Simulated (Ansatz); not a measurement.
The guess for Al3BN2 was made by a generator: random cell by space group and Wyckoff sites (Cmmm, No. 65). Lengths were set from tabulated atomic sizes, so they are only a guess.

```xyz
6
Lattice="3.2695 -3.5090 0.0000 3.2695 3.5090 0.0000 0.0000 0.0000 3.5287" Properties=species:S:1:pos:R:3 pbc="T T T"
Al    0.0000    0.0000    1.7644
Al    5.3370    0.0000    0.0000
Al    1.2020    0.0000    0.0000
B     3.2695    0.0000    1.7644
N     3.2695    2.4493    0.0000
N     3.2695   -2.4493    0.0000
```

Theory: DFT PBE, scalar-relativistic, plane waves, PAW (Ansatz). Cutoff 420 eV, Gaussian smearing, Γ-centred meshes. Cell and atoms relax first on a coarse mesh and then on a finer one. In between, the cell is made exact in the group found at 0.06 Å. In metals the finer mesh still leaves noise of several meV/atom or more. The steps can't lower the symmetry of their start. No spin polarisation in the relaxation; trial moments died out in a coarse test.

A guess keeps its type if space group and coordination stay and the shape of the cell changes little (axis ratios within about 15 %, angles within 6°); the volume may change.

Task: Does this structure survive the relaxation?

Result: It doesn't keep its type. The symmetry stays Cmmm (No. 65). The volume per atom shrinks by 5.0 %, from 13.5 to 12.8 Å³. The shortest distance goes from 1.60 Å (Al–N) to 1.88 Å (Al–N). Counting neighbours within 15 % of an atom's shortest distance, the start has Al 2/8, B 8, N 2 and the end Al 4/12, B 12, N 4. In detail, at the end Al on a site of symmetry mmm has 4 B at 2.65–2.66 Å, 4 N at 3.02 Å and 4 Al at 3.04 Å; B is surrounded by 4 Al at 2.65–2.66 Å, 4 Al at 3.02 Å and 4 N at 3.04 Å; N has 4 Al at 1.88 Å, 4 N at 2.62–2.70 Å, 2 Al at 3.02 Å and 2 B at 3.04 Å; 1 more site not described.

Space group Cmmm (No. 65). a = 5.305 Å, b = 5.320 Å, c = 5.454 Å, α = 90.00°, β = 90.00°, γ = 90.00°
```csv
atom,site,symmetry,x,y,z
Al,2d,mmm,0.0000,0.0000,0.5000
Al,4g,2mm,0.7453,0.0000,0.0000
B,2c,mmm,0.5000,0.0000,0.5000
N,4i,m2m,0.5000,0.2542,0.0000
```

Formation energies are uncorrected and refer to the elements' standard structures at the same level (N₂ as a molecule).

Task: At what energy does it end?

Result: +0.19 eV/atom. A positive value: parting into the elements would lower its energy.

The last run used a 10×10×8 mesh (in the run's order of axes) for its 6-atom cell and Gaussian smearing of 0.10 eV. Symmetry constrained the relaxation, so the result can be a saddle point. Another cell of Al3BN2 relaxed alike, in P-3m1, lies 0.79 eV/atom lower, so this cell isn't the stable form at this level.

In counts of neighbours, a slash parts the counts of unlike sites.
